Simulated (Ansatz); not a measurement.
## An inverse problem

Cell vectors (Å):

```
 2.9915  0.0000  0.0000
-1.4958  2.5907  0.0000
 0.0000  0.0000  4.8973
```

```tsv
atom	a	b	c
X	0.3333	0.6667	0.2500
X	0.6667	0.3333	0.7500
```

Computed with LDA, all-electron LAPW in Ansatz 0.2.0, scalar-relativistic. k mesh 16×16×8, strains of ±0.008, Fermi-Dirac smearing of 0.050 eV.

Elastic constants of a crystal by Kohn-Sham DFT: slopes of the stress over finite engineering strains of the given cell, Voigt indices, Cartesian axes as in the cell vectors.

```
index  elastic (GPa)
   11           25.4
   12           14.5
   13            4.9
   33           35.7
   44            3.8
```

**Question.** All X atoms are one element. Which one was computed?

**Answer.** Li; the crystal is Li (P6_3/mmc, a database entry that needn't be its stable phase).

Limits of these numbers: responses of metals move with mesh and smearing; elastic stability says nothing of phonons or of other phases.
